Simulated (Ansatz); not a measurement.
# TiPd$_{3}$: zone-centre modes under pressure

TiPd$_{3}$, Pm-3m, a = 3.834 Å. The structure is a COD entry; whether it is the stable form wasn't checked. Ansatz: LDA, PAW, 420 eV, Γ-centred 12×12×12 mesh on 4 atoms, Fermi-Dirac smearing 0.15 eV; no spin polarisation. Cell and atoms are relaxed at each pressure with the symmetry kept; optical modes at Γ by linear response, in cm⁻¹, matched by rank (the highest 3 distinct ones).

```
P (GPa) V (Å³/atom)     ω1     ω2     ω3
      0       14.090  145.5  157.8  225.2
      8       13.636      ?      ?      ?
     25       12.890  176.6  205.8  276.1
```

Q: Get each mode's Grüneisen parameter γ = −d ln ω/d ln V from the other rows and predict the missing frequencies.

A: ln(V/V0) = 0.0000, -0.0328, -0.0890; a line through ln(ω/ω0) of the 2 known rows gives ω1: γ = 2.177, predicted 156.3, computed 156.8; ω2: γ = 2.984, predicted 174.0, computed 175.9; ω3: γ = 2.290, predicted 242.8, computed 243.3. The worst miss is 1.1 %: γ isn't constant over this range. In a metal these frequencies hang on the mesh and smearing.